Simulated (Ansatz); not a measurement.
**Relaxation path: rocksalt HfN (100), 2 layers**

DFT, PBE, PAW with Ansatz's default frozen-core files, scalar-relativistic (Ansatz 0.2.0); a Γ-centred 11×11×1 k mesh, Fermi–Dirac smearing of 0.08 eV, no spin polarisation. The run relaxes the atoms in the fixed cell.

Command: `ansatz run input.yaml --threads 1 --pin off --max-ram 3584MiB --backend cpu --events-out ev --progress --plain --runs-dir out` It took 46 s on 1 thread of Intel(R) Xeon(R) Platinum 8488C (Sapphire Rapids), on a shared host, peak memory 0.5 GiB.

```yaml
crystal:
  lattice:
    - [3.2159806212, 0.0, 0.0]
    - [0.0, 3.2159806212, 0.0]
    - [0.0, 0.0, 18.274]
  atoms:
    - { symbol: Hf, position: [0.0, 0.0, 0.437779312] }
    - { symbol: "N", position: [0.5, 0.5, 0.437779312] }
    - { symbol: Hf, position: [0.5, 0.5, 0.562220688] }
    - { symbol: "N", position: [0.0, 0.0, 0.562220688] }
kpoints:
  mp_grid: { grid: [11, 11, 1] }
scf:
  occupations: { method: fermi_dirac, width: 0.08 }
hamiltonian:
  xc: pbe
  pseudopotentials: { kind: paw }
output:
  forces: true
  stress: true
  eigenvalues: true
relax:
  f_tol: 0.01
  max_steps: 40
efield:
  axis: 3
  amplitude: 0
  dipole_correction: true
```

Each step lists its free energy a cell above the last geometry, and Cartesian positions (Å) with forces (eV/Å).

The first step:

```
step 1  dF = 79.16 meV
  Hf 0.0000 0.0000 8.0000   0.0000 0.0000 1.0147
  N 1.6080 1.6080 8.0000   0.0000 0.0000 -0.1157
  Hf 1.6080 1.6080 10.2740   0.0000 0.0000 -1.0147
  N 0.0000 0.0000 10.2740   0.0000 0.0000 0.1157
```

Spin–orbit coupling is left out, which matters for the heavy atoms.

Question: Where does the relaxation end, and by which steps?

Answer: After 4 geometries, with a shortest distance of 2.242 Å. The further steps:
```
step 2  dF = 52.59 meV
  Hf 0.0000 0.0000 8.1373   0.0000 0.0000 -0.9058
  N 1.6080 1.6080 7.9295   0.0000 0.0000 -0.0911
  Hf 1.6080 1.6080 10.1367   0.0000 0.0000 0.9058
  N 0.0000 0.0000 10.3445   0.0000 0.0000 0.0911
step 3  dF = 0.46 meV
  Hf 0.0000 0.0000 8.0809   0.0000 0.0000 -0.0848
  N 1.6080 1.6080 7.9553   0.0000 0.0000 -0.0157
  Hf 1.6080 1.6080 10.1931   0.0000 0.0000 0.0848
  N 0.0000 0.0000 10.3187   0.0000 0.0000 0.0157
step 4  dF = 0.00 meV
  Hf 0.0000 0.0000 8.0751   0.0000 0.0000 -0.0038
  N 1.6080 1.6080 7.9573   0.0000 0.0000 -0.0060
  Hf 1.6080 1.6080 10.1989   0.0000 0.0000 0.0038
  N 0.0000 0.0000 10.3167   0.0000 0.0000 0.0060
step 5  dF = 0.00 meV  (same geometry, solved once more)
  Hf 0.0000 0.0000 8.0751   0.0000 0.0000 -0.0036
  N 1.6080 1.6080 7.9573   0.0000 0.0000 -0.0059
  Hf 1.6080 1.6080 10.1989   0.0000 0.0000 0.0036
  N 0.0000 0.0000 10.3167   0.0000 0.0000 0.0059
```
